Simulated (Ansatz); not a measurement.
The calculation used Ansatz, DFT PBE, scalar-relativistic, plane waves, PAW. All cells share a 420 eV cutoff and Γ-centred k meshes spaced at most about 0.3 Å⁻¹ (about 0.25 or finer for metals, 2π included). Collinear spin in cells that started with moments and kept them past the coarse steps, no spin elsewhere.

Each of these unrelaxed guesses is relaxed in cell and atoms within its symmetry. A guess keeps its type if space group and coordination stay and the shape of the cell changes little (axis ratios within about 15 %, angles within 6°); the volume may change.

1. TaPb

```
Ta Pb
1.0
     2.20723    1.27434    3.02609
    -2.20723    1.27434    3.02609
     0.00000   -2.54869    3.02609
Ta Pb
1 1
Direct
  0.00000 0.00000 0.00000
  0.50000 0.50000 0.50000
```

2. GaTe2O

```
Ga Te O
1.0
     2.55230   -4.63058    0.00000
     2.55230    4.63058    0.00000
     0.00000    0.00000    4.70997
Ga Te O
1 2 1
Direct
  0.00000 0.00000 0.00000
  0.00000 0.50000 0.50000
  0.50000 0.00000 0.50000
  0.50000 0.50000 0.50000
```

3. EuH4 (collinear spin from parallel moments)

```
Eu H
1.0
    -2.78157    2.78157    1.74501
     2.78157   -2.78157    1.74501
     2.78157    2.78157   -1.74501
Eu H
1 4
Direct
  0.00000 0.00000 0.00000
  0.40000 0.20000 0.60000
  0.20000 0.60000 0.80000
  0.60000 0.80000 0.40000
  0.80000 0.40000 0.20000
```

4. In3As

```
In As
1.0
    -2.27605    2.27605    4.51854
     2.27605   -2.27605    4.51854
     2.27605    2.27605   -4.51854
In As
3 1
Direct
  0.75000 0.25000 0.50000
  0.25000 0.75000 0.50000
  0.50000 0.50000 0.00000
  0.00000 0.00000 0.00000
```

**Question.** Which guesses survive the relaxation?

**Answer.** Guess 4 keeps its type.

```json
{"guess": "1", "kept": "no", "start group": "R-3m", "end group": "Pm-3m", "V start (Å³/atom)": "25.5", "V end": "21.2", "b/a and c/a, end over start": "-", "nearest neighbours start": "Pb 6, Ta 6", "nearest neighbours end": "Pb 8, Ta 8"}
{"guess": "2", "kept": "no", "start group": "Cmmm", "end group": "P4/mmm", "V start (Å³/atom)": "27.8", "V end": "22.9", "b/a and c/a, end over start": "-", "nearest neighbours start": "Ga 12, O 4, Te 4", "nearest neighbours end": "Ga 8, O 4, Te 2"}
{"guess": "3", "kept": "no", "start group": "I4/m", "end group": "I4/mmm", "V start (Å³/atom)": "10.8", "V end": "8.2", "b/a and c/a, end over start": "-", "nearest neighbours start": "Eu 12, H 12", "nearest neighbours end": "Eu 16, H 2"}
{"guess": "4", "kept": "yes", "start group": "I4/mmm", "end group": "I4/mmm", "V start (Å³/atom)": "23.4", "V end": "25.7", "b/a and c/a, end over start": "1.00, 0.94", "nearest neighbours start": "As 12, In 12", "nearest neighbours end": "As 12, In 12"}
```

Neighbours count within 15 % of an atom's shortest distance; end groups are read at 0.02 Å (0.05 Å in metals).

These runs have no spin–orbit coupling, which can matter for Pb, Ta and Te. In GaTe2O P4/mmm an odd number of electrons in the primitive cell allows no gap without spin; a larger cell or a magnetic state could open one. A magnetic state wasn't ruled out in cells without spin, among them GaTe2O P4/mmm. The 4f shell of Eu is treated without a Hubbard U, which places its levels poorly. The magnetic state reached may not be the lowest. Cells relaxed within their symmetry can be saddle points.
